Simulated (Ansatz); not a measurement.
Method: Ansatz, DFT PBE, scalar-relativistic, plane waves, PAW. All cells share a 420 eV cutoff and Γ-centred k meshes spaced at most about 0.3 Å⁻¹ (about 0.25 or finer for metals, 2π included). No spin polarisation in the final relaxations.

These are static total energies at zero pressure.

Two relaxed structures of Nb2SiB2:

1. Space group P-3m1 (No. 164), trigonal, a = 4.068 Å, c = 4.618 Å. Around Nb lie 5 B at 2.28–2.35 Å and 3 Si at 2.63 Å; around Si lie 6 B at 2.61 Å and 6 Nb at 2.63 Å; around B lie 5 Nb at 2.28–2.35 Å and 3 Si at 2.61 Å.

2. Space group P4/mmm (No. 123), tetragonal, a = 3.893 Å, c = 5.548 Å. Nb has 4 B at 2.33 Å, 1 Nb at 2.57 Å, 1 Nb at 2.98 Å and 4 Si at 3.04 Å; around Si lie 4 B at 1.95 Å and 8 Nb at 3.04 Å; B is surrounded by 2 Si at 1.95 Å and 4 Nb at 2.33 Å.

Question: Which form is favoured at zero pressure, and by what margin per atom?

Answer: Cell 1 is lower, by 0.60 eV/atom. Cell 1 has space group P-3m1 (No. 164), 13.2 Å³/atom and no gap on its mesh; cell 2 has space group P4/mmm (No. 123), 16.8 Å³/atom and no gap. The shortest distance is 2.28 Å (Nb–B) in cell 1 and 1.95 Å (Si–B) in cell 2. The denser one is the lower, and pressure would at first widen the difference. Even the lower one lies +0.08 eV/atom against the reference forms of the elements (uncorrected), so neither is stable at this level. Both come from invented guesses. A third cell relaxed alike, in I4/mmm, lies 121 meV/atom below the lower of the two.

Cells relaxed within their symmetry can be saddle points.
